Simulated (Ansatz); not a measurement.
ZnS (wurtzite, P6_3mc), r²SCAN (plane waves, PAW; program Ansatz), all energies at zero smearing, with the estimated change up to a 700 eV cutoff added, with one set of potentials and settings (totals compare only within such a set). Cell of 4 atoms (2 Zn, 2 S): -8466.898 eV.

```csv
element,reference phase,E (eV/atom)
Zn,"P6_3/mmc, 2 atoms in the cell",-3325.6811
S,"P2/c, 32 atoms in the cell",-905.8150
```

Formation energy per atom, worked out: (-8466.898 − 2×(-3325.6811) − 2×(-905.8150))/4 = -0.976 eV/atom (-94 kJ per mol of atoms), at 0 K, without zero-point energy or fitted corrections.

The cell was relaxed with r²SCAN under the symmetry of its start. The references are the lowest solids computed at this level, not always the standard phases.

Potentials: the earlier of the program's two PAW sets. The files were generated under PBE; for other functionals the program regenerates the frozen cores, and for LDA and PBEsol the local potential too.
